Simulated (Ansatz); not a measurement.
input.yaml (Ansatz)

```yaml
crystal:
  lattice:
    - [0.0, 2.3082438136, 2.3082438136]
    - [2.3082438136, 0.0, 2.3082438136]
    - [2.3082438136, 2.3082438136, 0.0]
  atoms:
    - { symbol: Cr, position: [0.0, 0.0, 0.0], spin: 1.5 }
    - { symbol: Cr, position: [0.5, 0.5, 0.5], spin: -1.5 }
hamiltonian:
  xc: pbesol
  pseudopotentials:
    kind: paw
    azcp:
      Cr: "pseudopotentials/Cr.paw.azcp"
basis:
  ecutwfc: 420
  fft_grid_basis: typed
kpoints:
  mp_grid: { grid: [19, 19, 19], shift: [0, 0, 0] }
magnetization:
  spin_polarized: true
scf:
  occupations: { method: fermi_dirac, width: 0.05 }
output:
  write_density: true
  write_potential: true
  elf: true
  volumetric_format: npy
```

Output

```
Warning: the record states the generating functional pbe (its physics header spells it `PBE`), which answers neither for hamiltonian.xc's functional nor for the pbesol family's — results may be inconsistent (PPs are generated against a specific XC)
Engine: ansatz 0.2.0, aarch64-unknown-linux-gnu
Pseudopotentials: kind: paw
Pseudopotential: Cr, paw, valence charge 14, recommended cutoff 420 eV (normal) 
Functional definition: PBEsol
  exchange = pbesol_x
  correlation = pbesol_c
Crystal: 2 atoms, lattice volume = 24.597 Å³
Basis set: ecut = 420 eV, 531 PW (Γ)
Bands: 20, of which v1, the nominal top of the filled ones, is band 14 counted from 1 (13 counted from 0)
Symmetry: 48 space group operations
Space group: Fm-3m (ITA 225), of the structure as read, at distance tolerance 2.9e-5 Å
Magnetic group: BNS 225.121 (UNI 1623), of the structure as read, at distance tolerance 2.9e-5 Å
k-points: 220 of 6859
Non-local potential: Cr, projectors of the file, l = 0: 3, l = 1: 2, l = 2: 3, l = 3: 1
PAW form: soft (Blöchl's): semilocal exchange-correlation on the pseudo side does not see the compensation charge
PAW frozen core: Cr, regenerated for the run's functional, and the local potential with it (the file was generated under x = pbe(κ = 0.804, μ = 0.2195149727645171), c = pbe(β = 0.06672455060314922))
PAW one-centre angular grid: Cr, 590 points (default); XC on 64 Gauss nodes
Initial density: superposition of atomic densities (chi_scale 0.1, normalization cell)
Starting moments: Σ|m| = 3 μB on 2 of 2 sites
Starting magnetic order: antiferromagnet; a translation exchanges its spin sublattices: spin-degenerate at every k-point
Initial wavefunctions: pseudopotential atomic-orbital guess
Functional: x = pbesol(κ = 0.804, μ = 0.12345679012345678), c = pbesol(β = 0.046)
SCF iter   1: F=—  HF=-6700.825954 eV  |F-HF|=—  |Δ(HF+E_count)|=         —  Δρ=1.38e-1 (↑1.38e-1 ↓1.38e-1)  dr2=8.11e0  dr2_m=1.99e0  M=0.000 μB ∫|m|=0.463 μB  β_m=0.30  ethr=3.10e-3  ⟨swp⟩=3.7  Hψ=15842  notcnv=0
Mixer restart at iter 1: flushing history
spin=Collinear: Kerker preconditioning applied to the charge; magnetization (m = ρ↑ − ρ↓) channel mixes plain (no charge-response kernel on spin).
SCF iter   2: F=—  HF=-6697.373259 eV  |F-HF|=—  |Δ(HF+E_count)|=    3.45e0  Δρ=8.01e-2 (↑8.01e-2 ↓8.01e-2)  dr2=2.38e0  dr2_m=7.98e-1  M=0.000 μB ∫|m|=0.586 μB  β_m=0.48  ethr=3.10e-3  ⟨swp⟩=2.2  Hψ=9737  notcnv=0  defer=73
SCF iter   3: F=—  HF=-6696.192525 eV  |F-HF|=—  |Δ(HF+E_count)|=    1.18e0  Δρ=1.93e-2 (↑1.93e-2 ↓1.93e-2)  dr2=7.07e-2  dr2_m=4.89e-2  M=0.000 μB ∫|m|=0.643 μB  β_m=0.67  ethr=3.10e-3  ⟨swp⟩=3.0  Hψ=8847  notcnv=0  defer=72
SCF iter   4: F=—  HF=-6696.251423 eV  |F-HF|=—  |Δ(HF+E_count)|=   5.89e-2  Δρ=7.54e-3 (↑7.54e-3 ↓7.54e-3)  dr2=2.83e-3  dr2_m=1.14e-2  M=0.000 μB ∫|m|=0.464 μB  β_m=0.84  ethr=2.53e-4  ⟨swp⟩=3.1  Hψ=10464  notcnv=0  defer=48
...
an SCF towards Hund's moment on open shells that bore less, with the run's symmetry operations kept and the antiferromagnet's anti-translation given up, reached no lower state that the run goes on to. This is no proof of a minimum
WARN: the starting moments were not kept: the SCF closed with an absolute magnetisation of 9.7e-6 μB, where they sum to 3 μB in size (2 sites). That is at most 0.1 of that sum. Measured as dr2_m measures the in/out step, that magnetisation stands 4.8e-11 eV from none, at or under the dr2_threshold of 1.0e-7 eV: it is no larger than a step whose dr2_m would equal this threshold. The system may hold no moment; this SCF shows only that its start led to no more than that. To try another start: raise the starting moments (crystal.atoms[].spin, magnetization.per_species, magnetization.initial_magnetization, or on a non-collinear deck that types none of these the spinor_matrix: blocks that start its atoms; where the total moment is fixed, keep their sum and leave initial_magnetization as it is; typed ones take the place of any that the run laid by itself, positive ones on a crystal's lanthanoids without a Hubbard term where scf.initial_density.shell_occupations: [] is typed) or, if the notice of its spin-set hold's release reads "site moments contracting" or "site moments show no strong build", lengthen the hold (scf.mixing.spin_hold: { on: { confirm: 4 } }; for m-r²SCAN on two components see the key's manual first). Each may lead to a state that holds a moment. A second SCF, from the converged charge density, with the starting moments and any scf.initial_density.shell_occupations laid on it anew, would have followed, and was not run: the deck does not ask for one (magnetization.retry_lost_moments is false, the default). To let it run, set magnetization.retry_lost_moments: true and run the deck again, where that key's refused combinations let it; where memory then withholds it, that run's warning says so.
SCF converged after 13 iterations
Magnetization: 0.0000 μB (14.0000 up, 14.0000 down)
Absolute magnetization: 0.0000 μB (∫|ρ↑−ρ↓|, with the PAW one-centre terms)
Spin contamination: 0.0000 ħ² per cell (⟨S²⟩ above its minimum at these occupations)
Per-site moments (μB) at R_I (Å): [(-4.449705390617753e-6, 0.95215057311), (4.449705390617753e-6, 0.95215057311)]
Free energy (F): -6696.256253 eV
Harris-Foulkes:  -6696.256253 eV  (|F-HF|=4.55e-12)
Internal energy: -6696.233537 eV  (E = F + TS)
E sigma→0 (E₀):  -6696.244895 eV
Entropy (-TS):   -0.022717 eV (-11.358 meV/atom)
Fermi energy:    17.978141 eV
--- Per-component energies (eV) ---
  E_band       = -322.717810
  E_kinetic    = 691.327115
  E_local      = -2598.555630  (includes V_loc(G=0)·N_el)
  E_nonlocal   = 166.685077
  E_hartree    = 1129.918336
  E_xc         = -277.435272
  E_vxc        = -355.491754  (∫ρ·V_xc dr)
  E_paw        = -2339.280021  (= ΣΔE_a)
  E_vpaw       = -486.519813  (= ΣTr[D̂ρ^β])
  E_aug_tail   = 0.000642  (compensation charges beyond the density's cutoff)
  E_ewald      = -3469.213783
  E_core_change = 0.319999  (= ΣΔE_core)
  E_smearing   = -0.022717  (= −TS)
  E_closure    = 0.000000  (closes the sum)
  Σ components = -6696.256253   (vs F -6696.256253, Δ=0.00e0)
--- Band table (eV; the first three rows and the last of 440) ---
  k-point 0 ↑: bands = ["-53.5302", "-52.9792", "-25.1551", "-25.1551", "-25.1551", "-24.3160", "-24.3160", "-24.3160", "10.4393", "14.6347", "14.6347", "14.8382", "14.8382", "14.8382", "20.5807", "20.5807", "20.5807", "22.1017", "22.1017", "29.1762"]
  k-point 1 ↑: bands = ["-53.5263", "-52.9828", "-25.1512", "-25.1501", "-25.1501", "-24.3240", "-24.3224", "-24.3224", "10.5085", "14.6684", "14.6684", "14.8283", "14.8777", "14.8777", "20.5415", "20.5518", "20.5518", "22.0178", "22.0178", "29.2343"]
  k-point 2 ↑: bands = ["-53.5148", "-52.9936", "-25.1397", "-25.1350", "-25.1350", "-24.3477", "-24.3415", "-24.3415", "10.7137", "14.7691", "14.7691", "14.8020", "14.9950", "14.9950", "20.4284", "20.4648", "20.4648", "21.7740", "21.7740", "29.2749"]
  k-point 219 ↓: bands = ["-53.2529", "-53.2403", "-25.4101", "-25.3891", "-24.8205", "-24.7276", "-24.1728", "-24.1576", "14.3999", "14.6818", "15.6522", "15.7121", "17.5030", "17.9970", "18.6219", "18.7370", "19.7257", "19.8622", "21.5152", "21.7162"]
```

Command:

```sh
ansatz run input.yaml --threads 2 --pin off --max-ram 5120MiB --backend cpu --events-out ev --progress --plain --runs-dir out
```

On 2 threads of Arm Neoverse V2 (shared host) this took about 43 s of wall time and 84 s of CPU time.
